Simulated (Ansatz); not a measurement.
## TiAl — ²⁷Al nuclear quadrupole resonance

Cell: a structure deposited in the COD, taken as it stands.

```yaml
crystal:
  lattice:
    - [2.83730, 0.00000, 0.00000]
    - [0.00000, 2.83730, 0.00000]
    - [0.00000, 0.00000, 4.05910]
  atoms:
    - { symbol: Ti, position: [0.00000, 0.00000, 0.00000] }
    - { symbol: Al, position: [0.50000, 0.50000, 0.50000] }
```

Atom numbers follow the list; atoms alike are taken as one site, whose name carries the number of the first.

The numbers come from a DFT calculation in Ansatz (PBE, plane waves and PAW, scalar-relativistic, 420 eV cutoff, Γ-centred 12×12×8 k-points, Fermi–Dirac smearing 0.05 eV).

²⁷Al: I = 5/2, Q = 146.6 mb (year-2017 value). Static lattice, zero field.

Q: The simulated lines lie at 1.24, 2.47 MHz. What are |C_Q|, η and |V_zz| at Al?

A: For I = 5/2 and η = 0 the lines are 3|C_Q|/20 and twice that; η pulls their ratio below 2. Here |C_Q| = 8.24 MHz, η = 0.00 and |V_zz| = 2.32 × 10²¹ V/m². The calculation gives V_zz negative; the lines don't show the sign. The site has 4 Al at 2.84 Å, 8 Ti at 2.85 Å.

An axis of threefold or higher order runs through Al, so V_zz lies along it and η is zero.

The run finds no gap above 0.1 eV (a metal, or nearly one), so the gradients can move by 10 % or more with the k-mesh.
